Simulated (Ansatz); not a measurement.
TaSb$_{2}$:
```cif
data_Sb8Ta4
_chemical_formula_sum 'Ta4 Sb8'
_space_group_name_H-M_alt 'C2/m'
_space_group_IT_number 12
_space_group_name_Hall '-C 2y'
_cell_length_a 10.22613
_cell_length_b 3.63287
_cell_length_c 8.28130
_cell_angle_alpha 90.000
_cell_angle_beta 120.406
_cell_angle_gamma 90.000
loop_
_atom_site_label
_atom_site_type_symbol
_atom_site_symmetry_multiplicity
_atom_site_Wyckoff_symbol
_atom_site_fract_x
_atom_site_fract_y
_atom_site_fract_z
_atom_site_occupancy
Ta1 Ta 4 i 0.15066 0.00000 0.18827 1
Sb1 Sb 4 i 0.14795 0.00000 0.53449 1
Sb2 Sb 4 i 0.40516 0.00000 0.11369 1
```
(The calculation used a cell of 6 atoms; values per cell refer to that cell.)

Relaxed with PBEsol.

### Question
Which orbitals make up the states near the Fermi level in PBEsol (plane waves, PAW; program Ansatz)?

### Answer
Within 0.5 eV of the Fermi level: Ta 5d 63 %, Sb 5p 29 %. Projections are on Löwdin-orthogonalised atomic valence shells; empty p or d shells of many metals are not among them.

### Question
Tabulate the density of states.

### Answer
States/eV per cell of 6 atoms, in 0.25 eV bins, energy from the Fermi level.

```
E (eV)  total  Sb 5p  Ta 5d  Sb 5s
------  -----  -----  -----  -----
-7.85    0.71   0.07   0.09   0.53
-7.60    0.56   0.03   0.08   0.44
-7.35    0.00   0.00   0.00   0.00
-7.10    0.00   0.00   0.00   0.00
-6.85    0.00   0.00   0.00   0.00
-6.60    0.05   0.03   0.00   0.00
-6.35    0.26   0.17   0.03   0.01
-6.10    0.88   0.56   0.11   0.03
-5.85    1.64   1.07   0.22   0.08
-5.60    2.60   1.78   0.39   0.13
-5.35    3.66   2.53   0.62   0.20
-5.10    3.05   2.04   0.53   0.21
-4.85    2.36   1.56   0.43   0.19
-4.60    2.80   1.87   0.53   0.24
-4.35    2.80   1.87   0.54   0.22
-4.10    2.76   1.81   0.57   0.19
-3.85    2.95   1.86   0.65   0.22
-3.60    3.36   2.02   0.87   0.25
-3.35    3.36   1.95   0.96   0.24
-3.10    3.44   1.97   1.08   0.21
-2.85    4.41   2.62   1.37   0.21
-2.60    4.61   2.63   1.56   0.20
-2.35    5.12   2.80   1.93   0.17
-2.10    6.28   3.03   2.87   0.16
-1.85    6.82   3.09   3.35   0.14
-1.60    6.23   2.74   3.14   0.12
-1.35    4.89   2.31   2.30   0.09
-1.10    4.98   2.26   2.47   0.08
-0.85    3.62   1.51   1.93   0.06
-0.60    2.86   1.15   1.55   0.06
-0.35    1.46   0.53   0.87   0.03
-0.10    0.84   0.26   0.54   0.03
0.15     0.71   0.18   0.47   0.04
0.40     2.15   0.51   1.40   0.12
0.65     3.65   0.68   2.56   0.20
0.90     3.64   0.95   2.20   0.24
1.15     4.01   1.13   2.24   0.33
1.40     3.99   1.15   2.10   0.39
1.65     4.17   1.06   2.24   0.47
1.90     5.48   1.29   3.11   0.63
2.15     4.76   1.12   2.72   0.51
2.40     4.00   0.90   2.25   0.33
2.65     5.81   1.39   3.24   0.42
2.90     4.63   1.49   2.19   0.38
3.15     3.98   1.53   1.68   0.25
3.40     3.46   1.46   1.33   0.16
3.65     3.25   1.28   1.19   0.12
3.90     5.58   2.29   1.78   0.19
4.15     5.04   2.17   1.46   0.14
4.40     5.84   2.58   1.65   0.15
```

The workflow started from a Materials Project entry (that database holds measured and hypothetical structures alike); the Crystallography Open Database copy checked does not list it. Its standing as an ambient phase is unchecked. Symmetry was held in the PBEsol relaxation; whether a distortion lowers the energy is not shown. The run is not spin-polarised. Scalar-relativistic: spin–orbit coupling is off unless named, which matters more the heavier the elements.

Potentials: the later of the program's two PAW sets.
